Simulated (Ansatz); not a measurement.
Problem. Each is relaxed and computed with plane-wave PAW PBE (Ansatz code). Which is the only metal?
A. TiGe, rock salt
B. SrO, rock salt
C. TiO2, anatase
D. NaF, rock salt

Solution. A, TiGe, rock salt. TiGe: metal; TiO2: gap 2.12 eV (indirect); NaF: gap 6.09 eV (direct); SrO: gap 3.33 eV (indirect). Constructed cells (a structure type filled with these elements, in neither database checked): TiGe, rock salt. All cells were relaxed under the symmetry of their starts (and spin orders); stability against distortions was not tested throughout. Rows with no word on spin ran without spin polarisation. Spin–orbit coupling is left out wherever it is not named.

Potentials: the later of the program's two PAW sets.
